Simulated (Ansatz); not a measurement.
Computed with Ansatz, DFT PBEsol, scalar-relativistic, plane waves, PAW.

Structure of K:

```yaml
crystal:
  lattice:
    - [4.26512, -4.25883, 0.00000]
    - [4.26512, 4.25883, 0.00000]
    - [0.00000, 0.00000, 11.14549]
  atoms:
    - { symbol: K, position: [0.50000, 0.00000, 0.30925] }
    - { symbol: K, position: [0.00000, 0.50000, 0.69075] }
    - { symbol: K, position: [0.00000, 0.50000, 0.30925] }
    - { symbol: K, position: [0.50000, 0.00000, 0.69075] }
    - { symbol: K, position: [0.00000, 0.00000, 0.00000] }
```

Plane waves to 420 eV, a k mesh through Γ of 6×6×4 on the computed 5-atom cell and Gaussian smearing (0.10 eV); no spin polarisation.

Levels along Γ–Y–C0 | Σ0–Γ–Z–A0 | E0–T–Y | Γ–S–R–Z–T, in eV from the Fermi level, sorted by energy at each point. Points in fractions of the primitive reciprocal vectors: Γ (0.000 0.000 0.000), Y (0.500 0.500 0.000), C0 (0.501 0.499 0.000), Σ0 (0.499 -0.499 0.000), Z (0.000 0.000 0.500), A0 (0.499 -0.499 0.500), E0 (0.501 0.499 0.500), T (0.500 0.500 0.500), S (0.500 0.000 0.000), R (0.500 0.000 0.500).
| point | k (1/Å, with 2π) | band 21 | band 22 | band 23 | band 24 | band 25 |
| --- | --- | --- | --- | --- | --- | --- |
| Γ | 0.000 | -2.09 | -0.94 | -0.56 | 1.10 | 1.78 |
| - | 0.105 | -2.04 | -0.89 | -0.52 | 1.00 | 1.56 |
| - | 0.210 | -1.90 | -0.75 | -0.41 | 0.80 | 1.16 |
| - | 0.316 | -1.66 | -0.52 | -0.23 | 0.59 | 0.78 |
| - | 0.421 | -1.34 | -0.21 | 0.02 | 0.42 | 0.47 |
| - | 0.526 | -0.94 | 0.16 | 0.20 | 0.23 | 0.40 |
| - | 0.631 | -0.48 | 0.09 | 0.15 | 0.59 | 0.66 |
| Y | 0.737 | -0.02 | 0.03 | 0.04 | 0.26 | 0.88 |
| - | 0.737 | -0.02 | 0.03 | 0.04 | 0.26 | 0.88 |
| - | 0.737 | -0.02 | 0.03 | 0.04 | 0.26 | 0.88 |
| - | 0.737 | -0.02 | 0.03 | 0.04 | 0.26 | 0.88 |
| - | 0.737 | -0.02 | 0.03 | 0.04 | 0.26 | 0.88 |
| - | 0.737 | -0.02 | 0.03 | 0.04 | 0.26 | 0.88 |
| - | 0.738 | -0.02 | 0.03 | 0.04 | 0.26 | 0.88 |
| C0 | 0.738 | -0.02 | 0.03 | 0.04 | 0.26 | 0.88 |
| Σ0 | 0.738 | -0.02 | 0.03 | 0.04 | 0.26 | 0.88 |
| - | 0.843 | -0.48 | 0.08 | 0.15 | 0.59 | 0.67 |
| - | 0.948 | -0.94 | 0.16 | 0.20 | 0.23 | 0.40 |
| - | 1.053 | -1.34 | -0.21 | 0.01 | 0.42 | 0.47 |
| - | 1.159 | -1.66 | -0.52 | -0.23 | 0.59 | 0.78 |
| - | 1.264 | -1.90 | -0.75 | -0.41 | 0.80 | 1.15 |
| - | 1.369 | -2.04 | -0.89 | -0.52 | 1.00 | 1.56 |
| Γ | 1.474 | -2.09 | -0.94 | -0.56 | 1.10 | 1.78 |
| - | 1.514 | -2.08 | -1.00 | -0.48 | 1.10 | 1.77 |
| - | 1.555 | -2.06 | -1.13 | -0.33 | 1.11 | 1.74 |
| - | 1.595 | -2.03 | -1.26 | -0.15 | 1.12 | 1.61 |
| - | 1.635 | -1.98 | -1.39 | 0.05 | 1.12 | 1.43 |
| - | 1.676 | -1.93 | -1.51 | 0.25 | 1.06 | 1.30 |
| - | 1.716 | -1.87 | -1.60 | 0.46 | 0.89 | 1.27 |
| Z | 1.756 | -1.83 | -1.65 | 0.63 | 0.73 | 1.27 |
| - | 1.861 | -1.79 | -1.60 | 0.68 | 0.75 | 1.18 |
| - | 1.967 | -1.64 | -1.47 | 0.79 | 0.82 | 1.00 |
| - | 2.072 | -1.41 | -1.24 | 0.71 | 0.92 | 0.99 |
| - | 2.177 | -1.09 | -0.93 | 0.56 | 0.69 | 0.72 |
| - | 2.282 | -0.70 | -0.56 | 0.43 | 0.44 | 0.56 |
| - | 2.388 | -0.24 | -0.13 | 0.28 | 0.36 | 0.46 |
| A0 | 2.493 | 0.17 | 0.22 | 0.23 | 0.29 | 0.38 |
| E0 | 2.493 | 0.17 | 0.22 | 0.23 | 0.29 | 0.38 |
| - | 2.493 | 0.17 | 0.22 | 0.23 | 0.29 | 0.38 |
| - | 2.493 | 0.17 | 0.22 | 0.23 | 0.29 | 0.38 |
| - | 2.493 | 0.17 | 0.22 | 0.23 | 0.29 | 0.38 |
| - | 2.493 | 0.17 | 0.22 | 0.23 | 0.29 | 0.38 |
| - | 2.494 | 0.17 | 0.22 | 0.23 | 0.29 | 0.38 |
| - | 2.494 | 0.17 | 0.22 | 0.23 | 0.29 | 0.38 |
| T | 2.494 | 0.17 | 0.22 | 0.23 | 0.29 | 0.38 |
| - | 2.534 | 0.14 | 0.20 | 0.21 | 0.32 | 0.37 |
| - | 2.574 | 0.10 | 0.16 | 0.17 | 0.34 | 0.40 |
| - | 2.615 | 0.06 | 0.12 | 0.12 | 0.32 | 0.48 |
| - | 2.655 | 0.03 | 0.08 | 0.09 | 0.29 | 0.57 |
| - | 2.695 | 0.00 | 0.05 | 0.06 | 0.28 | 0.68 |
| - | 2.735 | -0.01 | 0.03 | 0.04 | 0.27 | 0.79 |
| Y | 2.776 | -0.02 | 0.03 | 0.04 | 0.26 | 0.88 |
| Γ | 2.776 | -2.09 | -0.94 | -0.56 | 1.10 | 1.78 |
| - | 2.850 | -2.06 | -0.92 | -0.54 | 1.04 | 1.71 |
| - | 2.925 | -1.99 | -0.84 | -0.48 | 0.82 | 1.58 |
| - | 2.999 | -1.87 | -0.73 | -0.39 | 0.49 | 1.37 |
| - | 3.074 | -1.71 | -0.56 | -0.27 | 0.12 | 1.08 |
| - | 3.148 | -1.50 | -0.36 | -0.30 | -0.05 | 0.77 |
| - | 3.222 | -1.26 | -0.62 | -0.13 | 0.12 | 0.46 |
| S | 3.297 | -1.05 | -0.85 | 0.08 | 0.23 | 0.27 |
| - | 3.337 | -1.05 | -0.84 | -0.01 | 0.16 | 0.37 |
| - | 3.377 | -1.03 | -0.83 | -0.14 | 0.04 | 0.53 |
| - | 3.418 | -0.99 | -0.81 | -0.28 | -0.08 | 0.70 |
| - | 3.458 | -0.95 | -0.77 | -0.41 | -0.18 | 0.88 |
| - | 3.498 | -0.89 | -0.74 | -0.53 | -0.27 | 1.05 |
| - | 3.538 | -0.81 | -0.70 | -0.63 | -0.34 | 1.22 |
| R | 3.579 | -0.74 | -0.72 | -0.69 | -0.36 | 1.32 |
| - | 3.653 | -1.00 | -0.87 | -0.40 | -0.18 | 1.19 |
| - | 3.728 | -1.25 | -1.09 | -0.05 | 0.14 | 1.05 |
| - | 3.802 | -1.46 | -1.29 | 0.30 | 0.49 | 0.95 |
| - | 3.877 | -1.62 | -1.44 | 0.64 | 0.82 | 0.87 |
| - | 3.951 | -1.74 | -1.56 | 0.73 | 0.76 | 1.02 |
| - | 4.026 | -1.81 | -1.62 | 0.66 | 0.74 | 1.21 |
| Z | 4.100 | -1.83 | -1.65 | 0.63 | 0.73 | 1.27 |
| - | 4.205 | -1.79 | -1.60 | 0.68 | 0.75 | 1.18 |
| - | 4.310 | -1.64 | -1.47 | 0.79 | 0.82 | 1.00 |
| - | 4.416 | -1.41 | -1.24 | 0.72 | 0.92 | 0.99 |
| - | 4.521 | -1.09 | -0.93 | 0.56 | 0.70 | 0.72 |
| - | 4.626 | -0.70 | -0.56 | 0.44 | 0.44 | 0.56 |
| - | 4.731 | -0.24 | -0.13 | 0.28 | 0.36 | 0.47 |
| T | 4.837 | 0.17 | 0.22 | 0.23 | 0.29 | 0.38 |

This form isn't the element's structure at ambient conditions.